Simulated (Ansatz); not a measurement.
Surface calculation: fcc Ni (110), 6 layers

The slab is cut from the fcc crystal, the stable phase, as relaxed on PAW files (10.89 Å³/atom), with 16 Å of vacuum and a dipole correction:

```
CELL_PARAMETERS angstrom
2.48804 0.00000 0.00000
0.00000 3.51862 0.00000
0.00000 0.00000 22.22010
ATOMIC_POSITIONS crystal
Ni 0.25000 0.25000 0.36003
Ni 0.75000 0.75000 0.41602
Ni 0.25000 0.25000 0.47201
Ni 0.75000 0.75000 0.52799
Ni 0.25000 0.25000 0.58398
Ni 0.75000 0.75000 0.63997
```

All numbers are PBE results (scalar-relativistic) from Ansatz 0.2.0, with a Γ-centred 15×10×1 k mesh, Fermi–Dirac smearing of 0.05 eV, spin-polarised from start moments Ni1 1, Ni2 1, Ni3 1, Ni4 1, Ni5 1, Ni6 1 μB. Methods: LAPW: all electrons, basis error target 1 meV/atom; PAW: frozen-core files, cutoff 420 eV.

The bulk energy comes from a cell in the slab's orientation on a 15×10×15 mesh. The surface energy is (E(slab) − N·E(bulk))/2A at zero smearing, the mean of both faces; thin slabs carry quantum-size effects.

The magnetic state is the one reached from the start moments; other orders weren't searched.

**Question.** As cut, the LAPW slab lies 2.598 eV above 6 atoms of bulk. What surface energy is that?

**Answer.** Over two faces of 8.75 Å² it is 148.4 meV/Å², and times 16.02 J/m² per eV/Å² that gives γ = 2.378 J/m².

| method | γ as cut (J/m²) | γ relaxed (J/m²) | Φ as cut (eV) | Φ relaxed (eV) |
| --- | --- | --- | --- | --- |
| LAPW | 2.378 | ? | 4.44 | 4.43 |

**Question.** Give the missing entry: row "LAPW", column "γ relaxed (J/m²)".

**Answer.** 2.296.

**Question.** How do the spacings between the planes relax?

**Answer.** From the bottom face up: d12 -10.2 % of 1.244 Å, d23 +1.6 % of 1.244 Å, d34 +0.3 % of 1.244 Å, d45 +1.6 % of 1.244 Å, d56 -10.2 % of 1.244 Å.

**Question.** How do the moments vary through the slab?

**Answer.** Ni1 0.80, Ni2 0.68, Ni3 0.68, Ni4 0.68, Ni5 0.68, Ni6 0.80 μB in the LAPW spheres; the bulk has Ni 0.67 μB.
